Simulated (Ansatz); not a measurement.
ZnAu (CsCl type)

```yaml
crystal:
  lattice:
    - [3.18677, 0.00000, 0.00000]
    - [0.00000, 3.18677, 0.00000]
    - [0.00000, 0.00000, 3.18677]
  atoms:
    - { symbol: Zn, position: [0.50000, 0.50000, 0.50000] }
    - { symbol: Au, position: [0.00000, 0.00000, 0.00000] }
```

The slice is a {110} plane (indices of the conventional cell) through the point (0.000, 0.000, 0.000) (fractional), spanned by u = [100] and v = [011] in vectors of this cell: u (3.19 Å) and v (4.51 Å, at 90° to u). It covers one period; positions are fractions (u, v).

These are PBE (plane waves to 420 eV, PAW, scalar-relativistic; Ansatz, a first-principles code) values and carry that method's errors. k mesh 15×15×15. Near the nuclei the fields are pseudised (PAW); where an atom keeps semicore shells as valence, they peak there. Spin-orbit coupling is left out, though Au is heavy. ZnAu was relaxed with its symmetry unable to fall.

Three fields on this plane, each scaled to ten steps between its own extremes (0 low, 9 high; the total valence density on a logarithmic scale, the potential cut 8 eV below its top; x marks points blanked near nuclei; v = 0 in the bottom row):

Map A
```
|xxxxx63136xxxx|
|xxxx9532359xxx|
|xxxx7543457xxx|
|xx97653335679x|
|76665210125666|
|555410xxx01455|
|4431xxxxxxx134|
|3310xxxxxxx013|
|220xxxxxxxxx02|
|210xxxxxxxxx01|
|220xxxxxxxxx02|
|3310xxxxxxx013|
|4431xxxxxxx134|
|555410xxx01455|
|76665210125666|
|xx97653335679x|
|xxxx7543457xxx|
|xxxx9532359xxx|
|xxxxx63136xxxx|
|xxxxx62126xxxx|
```

Map B
```
|xxxxx63236xxxx|
|xxxx9521259xxx|
|xxxx7421247xxx|
|xx97532123579x|
|77643333333467|
|333345xxx54333|
|1123xxxxxxx321|
|0024xxxxxxx420|
|002xxxxxxxxx20|
|002xxxxxxxxx20|
|002xxxxxxxxx20|
|0024xxxxxxx420|
|1123xxxxxxx321|
|333345xxx54333|
|77643333333467|
|xx97532123579x|
|xxxx7421247xxx|
|xxxx9521259xxx|
|xxxxx63236xxxx|
|xxxxx73237xxxx|
```

Map C
```
|xxxxx38983xxxx|
|xxxx0589850xxx|
|xxxx2799972xxx|
|xx01578887510x|
|22456655566542|
|777651xxx15677|
|9975xxxxxxx579|
|9971xxxxxxx179|
|996xxxxxxxxx69|
|986xxxxxxxxx68|
|996xxxxxxxxx69|
|9971xxxxxxx179|
|9975xxxxxxx579|
|777651xxx15677|
|22456655566542|
|xx01578887510x|
|xxxx2799972xxx|
|xxxx0589850xxx|
|xxxxx38983xxxx|
|xxxxx38983xxxx|
```

**Question.** Assign the maps to these fields: electron localisation function (ELF); valence electron density; electrostatic potential energy of an electron, from the cell's mean.

**Answer.** A is the electron localisation function (ELF); B is the valence electron density; C is the electrostatic potential energy of an electron, from the cell's mean.
